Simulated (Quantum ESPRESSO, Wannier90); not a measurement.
# Wannierisation of GaN (wurtzite)

Structure: Materials Project mp-804, symmetrised, not relaxed again. COD (Crystallography Open Database) has the formula in 2 space groups, this one among them (matched by group alone). Computed values, not measurements, from PBEsol: Quantum ESPRESSO (norm-conserving PseudoDojo potentials, cutoff 68 Ry, spinors with spin-orbit coupling) on a Γ-centred 6×6×4 mesh, then Wannier90. Density: 12×12×6 mesh, cold smearing 0.01 Ry.

On the energy scale of pw.x, whose zero is arbitrary, the valence-band maximum lies at 10.49 eV.

Input w.win:

```
num_bands = 16
num_wann = 16
exclude_bands = 5-24,37-72
spinors = true
num_iter = 1000
conv_tol = 1.0e-6
conv_window = 4
trial_step = 10.0
write_hr = true
write_u_matrices = true
auto_projections = true
begin unit_cell_cart
ang
    3.1889298307    0.0000000000    0.0000000000
   -1.5944649154    2.7616942443    0.0000000000
    0.0000000000    0.0000000000    5.1923600000
end unit_cell_cart
begin atoms_frac
Ga  -0.3333333333  0.3333333333  0.4990800000
Ga   0.3333333333 -0.3333333333 -0.0009200000
N   -0.3333333333  0.3333333333 -0.1240800000
N    0.3333333333 -0.3333333333  0.3759200000
end atoms_frac
mp_grid = 6 6 4
begin kpoints
0.0000000000 0.0000000000 0.0000000000
0.0000000000 0.0000000000 0.2500000000
0.0000000000 0.0000000000 0.5000000000
... (141 more lines: the 6x6x4 mesh through Gamma)
end kpoints
```

Input of pw2wannier90.x that gives the overlap and projection files (equivalent; here they were cut from one run over all bands):

```
&inputpp
  outdir = './out'
  prefix = 'pwscf'
  seedname = 'w'
  write_amn = .true.
  write_mmn = .true.
  scdm_proj = .true.
  scdm_entanglement = 'isolated'
/
```

Output w.wout (banner and timings cut):

```
                                    ------
                                    SYSTEM
                                    ------

                              Lattice Vectors (Ang)
                    a_1     3.188930   0.000000   0.000000
                    a_2    -1.594465   2.761694   0.000000
                    a_3     0.000000   0.000000   5.192360

                   Unit Cell Volume:      45.72833  (Ang^3)

                        Reciprocal-Space Vectors (Ang^-1)
                    b_1     1.970312   1.137560  -0.000000
                    b_2     0.000000   2.275120   0.000000
                    b_3     0.000000  -0.000000   1.210083

 *----------------------------------------------------------------------------*
 |   Site       Fractional Coordinate          Cartesian Coordinate (Ang)     |
 +----------------------------------------------------------------------------+
 | ga   1  -0.33333   0.33333   0.49908   |   -1.59446   0.92056   2.59140    |
 | ga   2   0.33333  -0.33333  -0.00092   |    1.59446  -0.92056  -0.00478    |
 | n    1  -0.33333   0.33333  -0.12408   |   -1.59446   0.92056  -0.64427    |
 | n    2   0.33333  -0.33333   0.37592   |    1.59446  -0.92056   1.95191    |
 *----------------------------------------------------------------------------*
                                ------------
                                K-POINT GRID
                                ------------

             Grid size =  6 x  6 x  4      Total points =  144

 *---------------------------------- MAIN ------------------------------------*
 |  Number of Wannier Functions               :                16             |
 |  Number of Objective Wannier Functions     :                16             |
 |  Number of input Bloch states              :                16             |
 |  Output verbosity (1=low, 5=high)          :                 1             |
 |  Timing Level (1=low, 5=high)              :                 1             |
 |  Optimisation (0=memory, 3=speed)          :                 3             |
 |  Length Unit                               :               Ang             |
 |  Post-processing setup (write *.nnkp)      :                 F             |
 |  Using Gamma-only branch of algorithms     :                 F             |
 *----------------------------------------------------------------------------*
 *------------------------------- WANNIERISE ---------------------------------*
 |  Total number of iterations                :              1000             |
 |  Number of CG steps before reset           :                 5             |
 |  Trial step length for line search         :            10.000             |
 |  Convergence tolerence                     :         0.100E-05             |
 |  Convergence window                        :                 4             |
 |  Iterations between writing output         :                 1             |
 |  Iterations between backing up to disk     :               100             |
 |  Write r^2_nm to file                      :                 F             |
 |  Write xyz WF centres to file              :                 F             |
 |  Write on-site energies <0n|H|0n> to file  :                 F             |
 |  Use guiding centre to control phases      :                 F             |
 |  Use phases for initial projections        :                 F             |
 *----------------------------------------------------------------------------*
 *-------------------------------- PLOTTING ----------------------------------*
 |  Plotting Hamiltonian in WF basis          :                 T             |
 *----------------------------------------------------------------------------*

       ... (k-mesh section left out)

 Starting a new Wannier90 calculation ...

 Reading overlaps from w.mmn

 Reading projections from w.amn

 *------------------------------- WANNIERISE ---------------------------------*
 +--------------------------------------------------------------------+<-- CONV
 | Iter  Delta Spread     RMS Gradient      Spread (Ang^2)            |<-- CONV
 +--------------------------------------------------------------------+<-- CONV

 ------------------------------------------------------------------------------
 Initial State
  WF centre and spread    1  (  1.655220, -0.672242,  2.000047 )     4.82358985
  WF centre and spread    2  ( -1.447909,  1.043720, -0.641275 )     5.17455425
  WF centre and spread    3  (  1.410417, -1.007118,  1.983810 )     4.25076422
  WF centre and spread    4  ( -1.531746,  0.664855, -0.582999 )     4.49098185
  WF centre and spread    5  ( -1.634878,  0.924305, -0.789018 )     4.91166035
  WF centre and spread    6  (  1.610403, -0.997074,  1.860266 )     5.03289693
  WF centre and spread    7  (  1.678588, -1.010486,  1.810780 )     5.74247835
  WF centre and spread    8  ( -1.716759,  0.994412, -0.562293 )     5.28930912
  WF centre and spread    9  (  1.364532, -1.091353,  0.097449 )     8.99556671
  WF centre and spread   10  ( -1.393756,  0.928289, -2.340198 )     8.64542761
  WF centre and spread   11  (  1.576478, -0.662219,  0.379823 )     8.35120379
  WF centre and spread   12  ( -1.684746,  1.029639, -2.228990 )     8.38163177
  WF centre and spread   13  ( -1.702167,  0.968695, -1.956271 )     8.70097631
  WF centre and spread   14  (  1.738372, -0.732085,  0.602327 )     8.66714308
  WF centre and spread   15  ( -1.391408, -0.873621,  0.260983 )    13.93598124
  WF centre and spread   16  ( -1.369166,  0.826314, -2.124100 )    13.01588834
  Sum of centres and spreads ( -2.838525,  0.334032, -2.229660 )   118.41005379

      0     0.118E+03     0.0000000000      118.4100537718  <-- CONV
        O_D=      9.4314475 O_OD=     83.7670286 O_TOT=    118.4100538 <-- SPRD
 ------------------------------------------------------------------------------
      1     0.603E+00    62.2002665245      119.0132630120  <-- CONV
        O_D=      9.5095557 O_OD=     84.2921296 O_TOT=    119.0132630 <-- SPRD
      2    -0.289E+01     5.5276926320      116.1277844693  <-- CONV
        O_D=      8.0506337 O_OD=     82.8655730 O_TOT=    116.1277845 <-- SPRD
      3    -0.135E+02     3.6775761309      102.6577972818  <-- CONV
        O_D=      5.2624348 O_OD=     72.1837848 O_TOT=    102.6577973 <-- SPRD
      4    -0.109E+02     2.8471507297       91.7078379324  <-- CONV
        O_D=      6.3782268 O_OD=     60.1180334 O_TOT=     91.7078379 <-- SPRD
      5    -0.905E+00     3.9807188738       90.8025506706  <-- CONV
        O_D=      6.2907475 O_OD=     59.3002255 O_TOT=     90.8025507 <-- SPRD
       ... (lines left out)
    100    -0.377E-01     1.0344390232       37.4621935890  <-- CONV
        O_D=      1.9409546 O_OD=     10.3096613 O_TOT=     37.4621936 <-- SPRD
       ... (lines left out)
    200     0.302E-01     2.0213269662       36.8820750693  <-- CONV
        O_D=      1.8131330 O_OD=      9.8573644 O_TOT=     36.8820751 <-- SPRD
       ... (lines left out)
    300    -0.400E-01     1.1576189886       34.4307887892  <-- CONV
        O_D=      0.6478304 O_OD=      8.5713807 O_TOT=     34.4307888 <-- SPRD
       ... (lines left out)
    400    -0.522E-02     0.0515026921       26.0261400602  <-- CONV
        O_D=      0.0186352 O_OD=      0.7959272 O_TOT=     26.0261401 <-- SPRD
       ... (lines left out)
    500    -0.129E-04     0.0027184695       25.8446546072  <-- CONV
        O_D=      0.0157963 O_OD=      0.6172806 O_TOT=     25.8446546 <-- SPRD
       ... (lines left out)
    528    -0.810E-06     0.0006419584       25.8445543979  <-- CONV
        O_D=      0.0157952 O_OD=      0.6171815 O_TOT=     25.8445544 <-- SPRD
    529    -0.752E-06     0.0009214752       25.8445536462  <-- CONV
        O_D=      0.0157951 O_OD=      0.6171808 O_TOT=     25.8445536 <-- SPRD
    530    -0.643E-06     0.0006031605       25.8445530034  <-- CONV
        O_D=      0.0157952 O_OD=      0.6171801 O_TOT=     25.8445530 <-- SPRD
             <<<     Delta < 1.000E-06  over  4 iterations     >>>
             <<< Wannierisation convergence criteria satisfied >>>
 Final State
  WF centre and spread    1  (  1.594427, -0.589212,  2.074150 )     1.60507699
  WF centre and spread    2  ( -1.307494,  1.086218, -0.522008 )     1.60508422
  WF centre and spread    3  (  1.307471, -1.086187,  2.074135 )     1.60507109
  WF centre and spread    4  ( -1.594417,  0.589212, -0.522025 )     1.60507716
  WF centre and spread    5  ( -1.594543,  0.920618, -0.984760 )     1.64584123
  WF centre and spread    6  (  1.594571, -0.920616,  1.611419 )     1.64584221
  WF centre and spread    7  (  1.881376, -1.086232,  2.074357 )     1.60514538
  WF centre and spread    8  ( -1.881398,  1.086206, -0.521852 )     1.60513493
  WF centre and spread    9  (  0.286936, -1.675445, -0.521940 )     1.60511015
  WF centre and spread   10  (  0.286842,  1.675160, -3.118122 )     1.60517426
  WF centre and spread   11  (  1.594210, -0.920752,  1.611300 )     1.64591088
  WF centre and spread   12  ( -1.594160, -0.589178, -3.118236 )     1.60509459
  WF centre and spread   13  ( -1.881434,  1.086222, -0.521994 )     1.60509081
  WF centre and spread   14  (  1.307577, -1.085785,  2.074427 )     1.60496517
  WF centre and spread   15  ( -1.594462,  0.589225, -0.521966 )     1.60509636
  WF centre and spread   16  ( -1.594435,  0.920560, -0.984754 )     1.64583760
  Sum of centres and spreads ( -3.188933,  0.000014,  0.182131 )    25.84455303

         Spreads (Ang^2)       Omega I      =    25.211577696
        ================       Omega D      =     0.015795158
                               Omega OD     =     0.617180149
    Final Spread (Ang^2)       Omega Total  =    25.844553003
```
